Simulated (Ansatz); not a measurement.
BaO:
```xyz
2
Lattice="0.0000 2.7451 2.7451 2.7451 0.0000 2.7451 2.7451 2.7451 0.0000" Properties=species:S:1:pos:R:3 pbc="T T T"
Ba     0.0000     0.0000     0.0000
O      2.7451     2.7451     2.7451
```

Plane-wave PAW PBEsol (Ansatz code) gives a gap of 1.84 eV without spin–orbit coupling, maximum at X, minimum at X.

Q: What happens when spin–orbit coupling is switched on?

A: The gap shrinks by 0.04 eV, to 1.80 eV; maximum at X, minimum at X.

Q: Give the electron effective mass with spin–orbit coupling.

A: 0.38, 0.38, 1.2 mₑ (principal values).

Q: Give the hole effective mass with spin–orbit coupling.

A: 0.42, 2.3, 2.3 mₑ (principal values).

Space group Fm-3m (rock salt). Symmetry was held in the PBEsol relaxation.

Potentials: the earlier of the program's two PAW sets. The files were generated under PBE; for other functionals the program regenerates the frozen cores, and for LDA and PBEsol the local potential too.
